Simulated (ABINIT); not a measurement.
ABINIT input for BaZrO3, PBE with JTH PAW datasets:

```
pp_dirpath "./pseudo"
pseudos "Ba.GGA_PBE-JTH.xml, Zr.GGA_PBE-JTH.xml, O.GGA_PBE-JTH.xml"

acell 3*1.0 angstrom
rprim
    4.212390000000     0.000000000000     0.000000000000
    0.000000000000     4.212390000000     0.000000000000
    0.000000000000     0.000000000000     4.212390000000
ntypat 3
znucl 56 40 8
natom 5
typat 1 2 3 3 3
xred
    0.000000000000     0.000000000000     0.000000000000
    0.500000000000     0.500000000000     0.500000000000
    0.500000000000     0.000000000000     0.500000000000
    0.000000000000     0.500000000000     0.500000000000
    0.500000000000     0.500000000000     0.000000000000
tolsym 1e-5
chksymtnons 0
chkprim 0

ecut 22.5
pawecutdg 45
pawovlp 20
ngkpt 5 5 5
nshiftk 1
shiftk 0 0 0
nband 23
occopt 7
tsmear 0.001
diemac 8
tolvrs 1e-10
nstep 90

nucefg 2
quadmom 0.245 0.176 0.0256
nucfc 1
prtwf 0
prtden 0
prteig 0
prtebands 0
prtgsr 0
```

Geometry: a computed entry of the Materials Project; it was not checked against measured cells. It is BaZrO3 in Pm-3m. Stability against distortions was not tested. The run has no spin polarisation.

Each row changes or adds one setting. The quadmom values are sizes without sign and don't touch the SCF cycle. The limit is 90 steps. Cost ratios are rough, from a shared machine.  

```tsv
setting typed	SCF steps	k-points	converged	rough cost ratio
as in the input	13	10	yes	about 1
diemac = 1	16	10	yes	about 1
diemac = 2	14	10	yes	about 1
diemac = 4	13	10	yes	about 1
diemix = 0.2	34	10	yes	2
iscf = 13	17	10	yes	about 1
iscf = 2	90	10	no	7
nline = 2	17	10	yes	about 1
nline = 8	13	10	yes	about 1
npulayit = 12	13	10	yes	about 1
npulayit = 2	15	10	yes	about 1
```

Fewest SCF steps among converged rows: 13 (as in the input, diemac = 4, nline = 8, npulayit = 12); most steps: 90 (iscf = 2). Steps of different solvers differ in work.
